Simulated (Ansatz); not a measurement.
Input:

SiC:
```cif
data_C4Si4
_chemical_formula_sum 'Si4 C4'
_space_group_name_H-M_alt 'P 1'
_space_group_IT_number 1
_cell_length_a 3.07810
_cell_length_b 3.07810
_cell_length_c 10.07620
_cell_angle_alpha 90.000
_cell_angle_beta 90.000
_cell_angle_gamma 120.000
loop_
_space_group_symop_operation_xyz
  'x, y, z'
loop_
_atom_site_label
_atom_site_type_symbol
_atom_site_fract_x
_atom_site_fract_y
_atom_site_fract_z
_atom_site_occupancy
Si1 Si 0.66667 0.33333 0.93783 1
Si2 Si 0.33333 0.66667 0.43783 1
Si3 Si 0.00000 0.00000 0.68791 1
Si4 Si 0.00000 0.00000 0.18791 1
C1 C 0.66667 0.33333 0.74980 1
C2 C 0.33333 0.66667 0.24980 1
C3 C 0.00000 0.00000 0.50045 1
C4 C 0.00000 0.00000 0.00045 1
```

This is the PBEsol-relaxed structure.

### Question
All from PBEsol (plane waves, PAW; program Ansatz), unless another level is named. Estimate the smallest direct gap on the standard path.

### Answer
3.25 eV.

### Question
Next, the formation energy from the elements (no fitted shifts)?

### Answer
-0.26 eV/atom.

### Question
Give the conduction-band minimum.

### Answer
at M (3 equivalent valleys).

### Question
Predict the valence-band maximum.

### Answer
at Γ.

Space group P6_3mc (4H polytype). The PBEsol relaxation kept the symmetry of its start. The references are the lowest solids computed at this level, not always the standard phases.

Potentials: the earlier of the program's two PAW sets. The files were generated under PBE; for other functionals the program regenerates the frozen cores, and for LDA and PBEsol the local potential too.
